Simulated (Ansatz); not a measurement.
Two inputs for CdSe with a Cd vacancy

Cell: a supercell of CdSe (wurtzite type, P6_3mc) built from an entry of the Crystallography Open Database (COD) (the entry's cell lengths or inner coordinates differ somewhat from later room-temperature determinations), with all atoms left at the host's positions.

```cif
data_structure
_symmetry_space_group_name_H-M 'P 1'
_symmetry_Int_Tables_number 1
_cell_length_a 8.6000
_cell_length_b 8.6000
_cell_length_c 14.0400
_cell_angle_alpha 90.000
_cell_angle_beta 90.000
_cell_angle_gamma 120.000
_cell_volume 899.28
loop_
_atom_site_label
_atom_site_type_symbol
_atom_site_fract_x
_atom_site_fract_y
_atom_site_fract_z
_atom_site_occupancy
Cd1 Cd 0.16667 0.33333 0.50000 1
Cd2 Cd 0.16667 0.83333 0.00000 1
Cd3 Cd 0.16667 0.83333 0.50000 1
Cd4 Cd 0.66667 0.33333 0.00000 1
Cd5 Cd 0.66667 0.33333 0.50000 1
Cd6 Cd 0.66667 0.83333 0.00000 1
Cd7 Cd 0.66667 0.83333 0.50000 1
Cd8 Cd 0.33333 0.16667 0.25000 1
Cd9 Cd 0.33333 0.16667 0.75000 1
Cd10 Cd 0.33333 0.66667 0.25000 1
Cd11 Cd 0.33333 0.66667 0.75000 1
Cd12 Cd 0.83333 0.16667 0.25000 1
Cd13 Cd 0.83333 0.16667 0.75000 1
Cd14 Cd 0.83333 0.66667 0.25000 1
Cd15 Cd 0.83333 0.66667 0.75000 1
Se16 Se 0.16667 0.33333 0.19250 1
Se17 Se 0.16667 0.33333 0.69250 1
Se18 Se 0.16667 0.83333 0.19250 1
Se19 Se 0.16667 0.83333 0.69250 1
Se20 Se 0.66667 0.33333 0.19250 1
Se21 Se 0.66667 0.33333 0.69250 1
Se22 Se 0.66667 0.83333 0.19250 1
Se23 Se 0.66667 0.83333 0.69250 1
Se24 Se 0.33333 0.16667 0.44250 1
Se25 Se 0.33333 0.16667 0.94250 1
Se26 Se 0.33333 0.66667 0.44250 1
Se27 Se 0.33333 0.66667 0.94250 1
Se28 Se 0.83333 0.16667 0.44250 1
Se29 Se 0.83333 0.16667 0.94250 1
Se30 Se 0.83333 0.66667 0.44250 1
Se31 Se 0.83333 0.66667 0.94250 1
```

Atoms are numbered from 1 in the order listed; like atoms form one site, named after its first atom.

Reference run. Computed with Ansatz: DFT, PBE, plane waves and PAW, scalar-relativistic, collinear spin, 420 eV cutoff, Γ-centred 3×3×2 k-points, Fermi–Dirac smearing 0.01 eV, cell charge -1. Start moments as typed (μB): 0 0 0 0 0 0 0 0 0 0 0 0 0 0 0 0.5 0 0 0 0 0 0 0 0 0.5 0 0.5 0 0.5 0 0 by atom.

(1) The input is changed as follows: `kpoints.mp_grid.grid`: [3, 3, 2] → [2, 2, 1]. What happens to V_zz (10²¹ V/m²) and η?

## Answers

(1) 

```tsv
site	atom	V_zz reference	η reference	V_zz changed	η changed
Cd2	2	3.58	0.26	3.79	0.22
Cd3	3	2.82	0.09	2.96	0.08
Cd8	8	4.25	0.74	4.36	0.72
Cd15	15	2.49	0.00	2.78	0.00
Se16	16	-18.58	0.00	-17.50	0.00
Se17	17	-2.50	0.00	-2.13	0.00
Se18	18	2.16	0.91	1.96	0.82
Se19	19	-2.27	0.03	-1.98	0.08
Se24	24	-3.72	0.19	-3.19	0.19
Se25	25	-6.17	0.28	-8.20	0.40
Se30	30	-2.30	0.00	-1.75	0.00
Se31	31	-0.60	0.00	-1.01	0.00
```

The largest change of V_zz is on Se25, from -6.17 to -8.20. In per cent, |V_zz| changes by +2 to +12 on Cd, -24 to +33 on Se (all sites that start above 2). The table leaves out 3 of the 15 sites, with |V_zz| up to 3.84; their tensors move by 0.13 at most along any direction. The statements above cover all sites. The absolute magnetisation of the cell goes from 0.9 to 0.0 μB. SCF iterations: 19 and 20. New warnings: filled band counts differ across k points, seeded moment not kept. In the changed run the k-mesh is coarser than the standard one, so its values aren't converged ones.

On the reference run: The defect repeats with the cell of 31 atoms, so it feels its images: sites between two images don't show the values beside a lone defect, and zeros or small values of η there can come from the images' arrangement. Cd and Se carry a gradient in the pure host already, so the values there aren't the defect's effect alone. A uniform background compensates the cell's charge. The defect cell has no gap above 0.1 eV on its mesh, so the values can hang on the smearing and the k-mesh. Without spin–orbit coupling (the program notes it for Cd) the gradients can shift somewhat, as the gap is small. The neighbours have not yet relaxed around the defect (largest force 0.69 eV/Å), so a real crystal will differ.
